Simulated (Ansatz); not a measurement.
RbAu₅:
```
RbAu5
1.0
    5.84450     0.00000     0.00000
   -2.92225     5.06149     0.00000
    0.00000     0.00000     4.46107
Rb Au
1 5
Direct
  0.00000   0.00000   0.00000
  0.66667   0.33333   0.00000
  0.33333   0.66667   0.00000
  0.50000   0.00000   0.50000
  0.50000   0.50000   0.50000
  0.00000   0.50000   0.50000
```

Relaxed with r²SCAN.

Q: Which orbitals make up the states near the Fermi level in DFT-r²SCAN in the program Ansatz with PAW potentials?

A: Within 0.5 eV of the Fermi level: Au 6s 48 %, Au 5d 25 %, Rb 5s 9 %, outside the projected shells 16 %. Projections are on Löwdin-orthogonalised atomic valence shells; empty p or d shells of many metals are not among them.

Q: Tabulate the density of states.

A: States/eV per cell of 6 atoms, in 0.25 eV bins, energy from the Fermi level.

```
E (eV)  total  Au 5d  Au 6s  Rb 5s
------  -----  -----  -----  -----
-7.85    1.34   0.48   0.76   0.04
-7.60    1.39   0.55   0.76   0.03
-7.35    1.32   0.62   0.65   0.01
-7.10    2.83   1.82   0.95   0.01
-6.85    5.13   3.40   1.64   0.03
-6.60    1.72   1.19   0.49   0.02
-6.35    3.50   2.89   0.56   0.03
-6.10    8.50   7.29   1.07   0.05
-5.85   13.54  12.44   0.94   0.05
-5.60   13.53  12.59   0.77   0.07
-5.35   11.70  10.94   0.58   0.08
-5.10   10.14   9.36   0.55   0.09
-4.85   10.35   9.42   0.63   0.13
-4.60   13.47  12.27   0.83   0.13
-4.35   13.24  12.12   0.80   0.10
-4.10   12.38  11.20   0.90   0.07
-3.85   10.44   9.62   0.62   0.06
-3.60   14.15  13.29   0.66   0.07
-3.35   21.39  20.58   0.65   0.01
-3.10   13.36  12.62   0.58   0.02
-2.85   10.15   9.38   0.62   0.02
-2.60    6.91   6.22   0.54   0.02
-2.35    5.82   5.17   0.53   0.02
-2.10    4.65   3.94   0.60   0.02
-1.85    3.13   2.65   0.38   0.04
-1.60    1.32   0.60   0.55   0.05
-1.35    1.06   0.39   0.48   0.08
-1.10    0.95   0.31   0.42   0.10
-0.85    0.99   0.30   0.43   0.13
-0.60    1.32   0.38   0.58   0.18
-0.35    1.23   0.34   0.57   0.14
-0.10    1.19   0.31   0.58   0.12
0.15     1.46   0.36   0.72   0.12
0.40     1.58   0.34   0.78   0.13
0.65     1.90   0.35   0.91   0.15
0.90     1.93   0.31   0.89   0.13
1.15     2.13   0.28   0.87   0.14
1.40     2.22   0.25   0.79   0.16
1.65     1.75   0.19   0.61   0.13
1.90     1.64   0.16   0.55   0.11
2.15     2.50   0.18   0.59   0.13
2.40     2.38   0.14   0.45   0.12
2.65     2.15   0.12   0.39   0.12
2.90     1.90   0.10   0.35   0.10
3.15     1.75   0.08   0.29   0.09
3.40     1.64   0.08   0.30   0.07
3.65     1.71   0.08   0.35   0.05
3.90     1.61   0.07   0.38   0.04
4.15     1.71   0.07   0.40   0.04
4.40     1.85   0.07   0.43   0.04
4.65     2.34   0.08   0.55   0.09
```

Space group P6/mmm. The workflow started from a Materials Project entry (that database holds measured and hypothetical structures alike); the Crystallography Open Database files this formula in space group No. 191, but the cells were not matched. Its standing as an ambient phase is unchecked. The cell was relaxed with r²SCAN under the symmetry of its start; its stability against distortions is not shown here. Spin–orbit coupling is left out wherever it is not named.

Potentials: the later of the program's two PAW sets.
